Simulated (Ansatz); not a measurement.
An Ansatz (a first-principles code) run. Input:

Ansatz 0.2 input:
```yaml
crystal:
  lattice:
    - [0.0, 3.4087288442, 3.4087288442]
    - [3.4087288442, 0.0, 3.4087288442]
    - [3.4087288442, 3.4087288442, 0.0]
  atoms:
    - { symbol: K, position: [0.0, 0.0, 0.0] }
    - { symbol: I, position: [0.5, 0.5, 0.5] }
kpoints:
  mp_grid: { grid: [6, 6, 6] }
hamiltonian:
  xc: lda
  pseudopotentials: { kind: paw }
scf:
  occupations: { method: fixed }
phonons:
  method: dfpt
  response_accuracy: low
  qmesh: [3, 3, 3]
  interpolated_qmesh: [14, 14, 14]
  dielectric: true
  rigid_motions: translations
  temperatures: { t_max: 1000, t_step: 50 }
  qpath:
    path:
      - [[0.0, 0.0, 0.0], [0.5, 0.0, 0.5], [0.625, 0.25, 0.625]]  # Γ-X-U
      - [[0.375, 0.375, 0.75], [0.0, 0.0, 0.0], [0.5, 0.5, 0.5], [0.5, 0.25, 0.75], [0.5, 0.0, 0.5]]  # K-Γ-L-W-X
    npoints: 13
```

Output (shortened):

```
zone centre: on kpoints.mp_grid the ground state, and the responses unless they are solved on pairs of k-points, stand on 30 of the mesh's 216 k-points, …
Pseudopotentials: kind: paw
Pseudopotential: K, paw, valence charge 9
Pseudopotential: I, paw, valence charge 17
Functional definition: SPW92
Crystal: 2 atoms, lattice volume = 79.215 Å³
Basis set: ecut = 420 eV, 1471 PW (Γ), exchange–correlation on 72×72×72 points (8 copies of the dense FFT grid, shifted against one another)
Bands: 17, of which v1, the nominal top of the filled ones, is band 13 counted from 1 (12 counted from 0)
Symmetry: 48 space group operations
k-points: 30 of 216 (irreducible under 8 space group operations, time reversal used)
PAW frozen core: K, regenerated for the run's functional, and the local potential with it
PAW frozen core: I, regenerated for the run's functional, and the local potential with it
Initial wavefunctions: pseudopotential atomic-orbital guess
Eigensolver: davidson
Functional: x = slater, c = lda
SCF iter   1: F=—  HF=-8855.099897 eV  |F-HF|=—  |Δ(HF+E_count)|=         —  Δρ=4.68e-3  dr2=8.05e-3  ethr=1.77e-3  ⟨swp⟩=5.3  Hψ=2429  notcnv=0  defer=55
all-band conjugate gradients solve this SCF's bands
preconditioner: auto → none
SCF iter   2: F=—  HF=-8855.097371 eV  |F-HF|=—  |Δ(HF+E_count)|=   2.53e-3  Δρ=2.26e-3  dr2=1.61e-3  ethr=3.10e-5  ⟨swp⟩=2.2  Hψ=1012  notcnv=0  defer=58
SCF iter   3: F=—  HF=-8855.097218 eV  |F-HF|=—  |Δ(HF+E_count)|=   1.53e-4  Δρ=3.87e-4  dr2=1.75e-4  ethr=6.20e-6  ⟨swp⟩=3.0  Hψ=900  notcnv=0  defer=58
SCF iter   4: F=—  HF=-8855.097138 eV  |F-HF|=—  |Δ(HF+E_count)|=   8.01e-5  Δρ=6.93e-5  dr2=2.40e-6  ethr=6.73e-7  ⟨swp⟩=2.2  Hψ=929  notcnv=0  defer=58
SCF iter   5: F=—  HF=-8855.097139 eV  |F-HF|=—  |Δ(HF+E_count)|=   1.29e-6  Δρ=1.05e-5  dr2=5.14e-8  ethr=9.22e-9  ⟨swp⟩=2.3  Hψ=894  notcnv=0  defer=45
SCF iter   6: F=—  HF=-8855.097139 eV  |F-HF|=—  |Δ(HF+E_count)|=  4.11e-10  Δρ=2.37e-6  dr2=4.68e-9  ethr=1.98e-10  ⟨swp⟩=2.0  Hψ=710  notcnv=0  defer=47
SCF iter   7: F=—  HF=-8855.097139 eV  |F-HF|=—  |Δ(HF+E_count)|=   2.01e-9  Δρ=3.87e-7  dr2=2.04e-10  ethr=1.80e-11  ⟨swp⟩=2.0  Hψ=900  notcnv=0  defer=46
SCF iter   8: F=-8855.097139 eV  HF=-8855.097139 eV  |F-HF|=3.64e-12  |Δ(HF+E_count)|=  1.06e-10  Δρ=4.08e-8  dr2=2.35e-12  ethr=1.00e-12  ⟨swp⟩=10.5  Hψ=3345  notcnv=0
SCF 1 converged in 8 iterations: F = -8855.097139 eV  dr2 = 2.35e-12
NSCF: frozen V_eff on 2 k-points
DFPT response loops at Γ: preconditioner auto → none (the input reference at scf.mixing.eps_inf says where Resta's filter doesn't serve); β = 0.50 …
── the response to a field inside a basis, on 6×6×6 k-points: an SCF that follows is theirs, and a resumed run solves both again ──
Crystal: 2 atoms, lattice volume = 79.215 Å³
Bands: 14, of which v1, the nominal top of the filled ones, is band 13 counted from 1 (12 counted from 0)
k-points: 28 of 216 (irreducible under 12 space group operations)
Initial density: handed on by an earlier stage of this run
Initial wavefunctions: pseudopotential atomic-orbital guess (no wavefunctions were taken with the density)
Eigensolver: Dense (28 Hₖ)
SCF iter   1: F=—  HF=-8855.096139 eV  |F-HF|=—  |Δ(HF+E_count)|=         —  Δρ=4.75e-5  dr2=3.48e-7  ethr=1.00e-1
all-band conjugate gradients don't solve this SCF's bands (scf.eigensolver.kind)
preconditioner: auto → none
SCF iter   2: F=-8855.096139 eV  HF=-8855.096139 eV  |F-HF|=1.04e-8  |Δ(HF+E_count)|=   8.59e-8  Δρ=2.18e-5  dr2=8.15e-8  ethr=1.34e-9
SCF 1 converged in 2 iterations: F = -8855.096139 eV  dr2 = 8.15e-8
DFPT response loops at Γ: mixed as the last ones told, above
NSCF: frozen V_eff on 16 k-points
NSCF: frozen V_eff on 252 k-points
DFPT response loops at q = (0, 0, 0.3333333333333333) (fractional): preconditioner auto → Resta (q_TF=auto, 2.266 Å⁻¹)  ε∞=3.9 (no band partly filled) …
NSCF: frozen V_eff on 150 k-points
DFPT response loops at q = (0, 0.3333333333333333, 0.3333333333333333) (fractional) …
NSCF: frozen V_eff on 252 k-points
DFPT response loops at q = (0, 0.3333333333333333, -0.33333333333333337) (fractional) …
SCF converged after 8 iterations
Free energy (F): -8855.097139 eV
Harris-Foulkes:  -8855.097139 eV  (|F-HF|=3.64e-12)
Internal energy: -8855.097139 eV  (E = F + TS)
E sigma→0 (E₀):  -8855.097139 eV
Fermi energy:    2.900588 eV
--- Per-component energies (eV) ---
  E_band       = -504.777917
  E_kinetic    = 444.323949
  E_local      = -2710.873320  (includes V_loc(G=0)·N_el)
  E_nonlocal   = -69.610405
  E_hartree    = 1287.920651
  E_xc         = -260.720319
  E_vxc        = -292.798283  (∫ρ·V_xc dr)
  E_paw        = -5403.472338  (= ΣΔE_a)
  E_vpaw       = -451.661315  (= ΣTr[D̂ρ^β])
  E_aug_tail   = 0.000064  (compensation charges beyond the density's cutoff)
  E_ewald      = -2143.704136
  E_core_change = 1.038715  (= ΣΔE_core)
  E_smearing   =  0.000000  (= −TS)
  E_closure    =  0.000000  (closes the sum)
  Σ components = -8855.097139   (vs F -8855.097139, Δ=0.00e0)
  [band-id]    e_kinetic+e_local+e_nonlocal+2·e_hartree+e_vxc+e_vpaw+e_augmentation_tail = -504.778008   (vs E_band -504.777917, Δ=-9.08e-5)
--- Band table (eV; the first three rows and the last of 30) ---
  k-point 0: bands = ["-39.9068", "-39.9068", "-39.9029", "-39.9029", "-39.9029", "-25.1264", "-8.8286", "-8.8286", "-8.8286", "-7.8943", "2.9006", "2.9006", "2.9006", "6.7699", "9.1379", "9.1379", "9.1379"]
  k-point 1: bands = ["-39.9069", "-39.9069", "-39.9030", "-39.9029", "-39.9029", "-25.1253", "-8.9298", "-8.8294", "-8.8294", "-7.7490", "2.3611", "2.7752", "2.7752", "7.4742", "9.0866", "9.4631", "9.4631"]
  k-point 2: bands = ["-39.9069", "-39.9069", "-39.9030", "-39.9029", "-39.9029", "-25.1232", "-9.0806", "-8.8310", "-8.8310", "-7.5062", "1.5707", "2.5480", "2.5480", "8.1252", "9.9609", "10.2702", "10.2702"]
  k-point 29: bands = ["-39.9069", "-39.9068", "-39.9030", "-39.9029", "-39.9029", "-25.1207", "-8.9253", "-8.8962", "-8.8722", "-7.6009", "1.8372", "2.2071", "2.2081", "8.2591", "9.3339", "10.2605", "11.3546"]
  band table: 17 of 17 bands, residual norms ≤ 1.0e-3 eV
--- Phonons (Γ-DFPT): 2 representative perturbations + reference, on 30 of 216 k-points (Σ response iterations 5) ---
  k mesh reduced under 8 symmetry operations, with k and −k counted as one. Each operation leaves every solved perturbation unchanged …
  ASR residual: 6.152e-4 → 0.000e0 eV/Å²; symmetrization residual: 8.452e-5 eV/Å²
  ASR residual per site (eV/Å²): 6.29e-5 6.15e-4
  Γ frequencies (cm⁻¹): 0.00 0.00 0.00 114.87 114.87 114.87
  ε∞ (high-frequency dielectric tensor):
        3.121594     0.000000     0.000000
        0.000000     3.121594     0.000000
        0.000000     0.000000     3.121594
  ε⁰ (static dielectric tensor: ions relaxed, cell fixed):
        5.046450     0.000000     0.000000
        0.000000     5.046450     0.000000
        0.000000     0.000000     5.046450
  ε⁰ − ε∞ (ionic part):
        1.924856     0.000000     0.000000
        0.000000     1.924856     0.000000
        0.000000     0.000000     1.924856
  softest optical mode at Γ: 114.87 cm⁻¹; the repairs (sum rule, projections) moved no ω² at Γ by more than (2.20 cm⁻¹)²
  Born effective charges Z* (e; rows j = field, columns β = displacement):
    site 0:
         1.10551    0.00000    0.00000
         0.00000    1.10551    0.00000
         0.00000    0.00000    1.10551
    site 1:
        -1.10551    0.00000    0.00000
         0.00000   -1.10551    0.00000
         0.00000    0.00000   -1.10551
  Z* charge neutrality: 3.637e-5 e pre-enforcement
  solved inside a basis spanned on kpoints, on 6×6×6 k-points, its susceptibility summed on 10×10×10: ε∞ is read to err by 6.6e-3, Z* by 1.7e-2 e (field_mesh …
  optical modes at Γ without the LO–TO term, one row a degenerate level:
      ω (cm⁻¹)  modes    IR ((D/Å)²/amu)
        114.87      3             2.8300
  optical modes at Γ + LO–TO along q̂ = [1.0000, 0.0000, 0.0000]:
      ω (cm⁻¹)  modes    IR ((D/Å)²/amu)
        114.87      2             1.8867
        146.06      1             0.9433
  optical modes at Γ + LO–TO along q̂ = [0.0000, 1.0000, 0.0000]:
      ω (cm⁻¹)  modes    IR ((D/Å)²/amu)
        114.87      2             1.8867
        146.06      1             0.9433
  optical modes at Γ + LO–TO along q̂ = [0.0000, 0.0000, 1.0000]:
      ω (cm⁻¹)  modes    IR ((D/Å)²/amu)
        114.87      2             1.8867
        146.06      1             0.9433
  non-analytic LO–TO correction: the dipole-dipole term of the run's Born effective charges and high-frequency dielectric tensor (where they are solved with …
--- Phonons (arbitrary-q DFPT): 4 irreducible q on the 3×3×3 mesh ---
  q = [0.0000, 0.0000, 0.0000] (star 1, of the zone-centre solve; hermiticity 1.17e-4, symmetrization 2.51e-12):  0.00  0.00  0.00 114.87 114.87 114.87
  q = [0.0000, 0.0000, 0.3333] (star 8, 2 solved perturbations on 126 of 216 k-point pairs; hermiticity 3.99e-5, symmetrization 1.06e-9): 49.04 49.04 59.66 106.89 106.89 141.13
  q = [0.0000, 0.3333, 0.3333] (star 6, 4 solved perturbations in 246 linear systems a pass and spin channel, the states on 75 of 216 k-point pairs; hermiticity 1.65e-4, symmetrization 1.12e-9): 24.77 24.77 66.14 117.82 117.82 119.82
  q = [0.0000, 0.3333, -0.3333] (star 12, 4 solved perturbations in 402 linear systems a pass and spin channel, the states on 126 of 216 k-point pairs; hermiticity 1.97e-4, symmetrization 1.57e-11): 40.86 51.79 62.15 108.26 121.75 122.38
  sum rule: each row above includes the acoustic sum rule's correction from the zone centre's row sums; it moved no ω² by more than (1.15 cm⁻¹)²
  mesh force constants: q→R imaginary residual 1.94e-16; ASR residual 6.152e-4 → 0.000e0 eV/Å²; symmetrization residual 1.554e-15 eV/Å²
  interpolated dispersion: 81 rows × 6 modes
  density of states and harmonic sums: on the 14×14×14 q-mesh, interpolated from the force constants of a 3×3×3 supercell (with the dipole–dipole term)
  largest difference from the sums on the solved wave vectors: F 3.36e-2 eV, S 4.31e-5 and C_V 9.48e-6 eV/K
  zero-point energy: 0.030856 eV/cell   skipped modes (ω ≤ 0): 3   left out of the sums: 1.82e-4 of the cell's modes …
```

Cost: very roughly 100 core-seconds on shared cores.

Space group Fm-3m (rock salt). Symmetry was held in the LDA relaxation. Scalar-relativistic: spin–orbit coupling is off unless named, which matters more the heavier the elements.

Potentials: the later of the program's two PAW sets.

Ansatz is a plane-wave DFT program.
